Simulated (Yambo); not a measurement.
Here is the system:

```xyz
3
Lattice="0.0000 3.1812 3.1812 3.1812 0.0000 3.1812 3.1812 3.1812 0.0000" Properties=species:S:1:pos:R:3 pbc="T T T"
Mg     4.7718     4.7718     4.7718
Mg     1.5906     1.5906     1.5906
Ge     0.0000     0.0000     0.0000
```

Workflow: PBE (stringent potentials; Quantum ESPRESSO, PseudoDojo norm-conserving, 124 Ry, no spin-orbit coupling), then G0W0 in Yambo (4×4×4 Γ-centred k mesh, bands 13 to 286 and a 15 Ry block in the screening, 286 bands in G with the Bruneval-Gonze terminator, plasmon pole fitted at 27.2 eV).

Q: Give the PBE and G0W0 gaps between the band edges found on this mesh, and say where the edges lie.

A: Edges: Γ → X. PBE: 0.14 eV; G0W0: 0.59 eV. Nearest settings tried, and what they do to the gap: 152 bands in G: +3 meV; 152 bands in W, 152 bands in G: -45 meV; 9 Ry block (229 vectors against 459): -21 meV. Not varied: mesh. So the settings aren't converged at that level. Spin-orbit splittings are left out.

Geometry relaxed with PBEsol.
